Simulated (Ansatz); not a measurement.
Relaxed-ion elastic tensor of Pd (fcc (Cu type), space group No. 225) in GPa (Voigt order), the program Ansatz at the PBEsol level (PAW); density 12.15 g/cm³, 14.54 Å³ per atom.

```csv
,1,2,3,4,5,6
1,250,183,183,0.0,0.0,0.0
2,183,250,183,0.0,0.0,0.0
3,183,183,250,0.0,0.0,0.0
4,0.0,0.0,0.0,87.8,0.0,0.0
5,0.0,0.0,0.0,0.0,87.8,0.0
6,0.0,0.0,0.0,0.0,0.0,87.8
```

Q: Is the crystal mechanically stable?

A: Yes: the smallest eigenvalue of C is 66.3 GPa.

Q: Work out the Voigt, Reuss and Hill averages.

A: K_V = 205, K_R = 205, K_H = 205; G_V = 65.9, G_R = 52.9, G_H = 59.4 GPa.

Q: Give Young's modulus, Poisson's ratio, Pugh's ratio and the universal anisotropy index.

A: E = 9KG/(3K + G) = 163 GPa; ν = 0.37; K/G = 3.46 (ductile by the Pugh limit of 1.75); A_U = 5G_V/G_R + K_V/K_R − 6 = 1.23.

Q: Estimate the sound speeds and the Debye temperature.

A: v_l = √((K + 4G/3)/ρ) = 4840 m/s, v_t = √(G/ρ) = 2210 m/s, mean 2490 m/s; Θ = (h/k)(3n/4πV)^(1/3) v_m = 304 K.

Q: Give the Zener ratio and Young's modulus along [100], [110] and [111].

A: A = 2C44/(C11 − C12) = 2.65; 1/E = S11 − 2(S11 − S12 − S44/2)Γ with Γ = 0, 1/4, 1/3 gives 94.4, 169, 230 GPa.

Q: Solve the Christoffel equation for the three sound speeds along [100], [110], [111].

A: Eigenvalues of C_ijkl n_j n_l equal ρv². In km/s, slowest first: [100] 2.69, 2.69, 4.53; [110] 1.65, 2.69, 5.00; [111] 2.06, 2.06, 5.15.

Space group Fm-3m (fcc (Cu type)). Symmetry was held in the PBEsol relaxation. The workflow began spin-polarised and lost its moments. The cell computed holds one magnetic atom, so no antiferromagnetic order was within reach. As this level gives no gap, shear constants depend on the k-mesh and smearing (Fermi–Dirac, 0.1 eV here). On the denser mesh and wider smearing of the elastic run this cell carries a stress of 0.4 GPa.

Potentials: the earlier of the program's two PAW sets. The files were generated under PBE; for other functionals the program regenerates the frozen cores, and for LDA and PBEsol the local potential too.
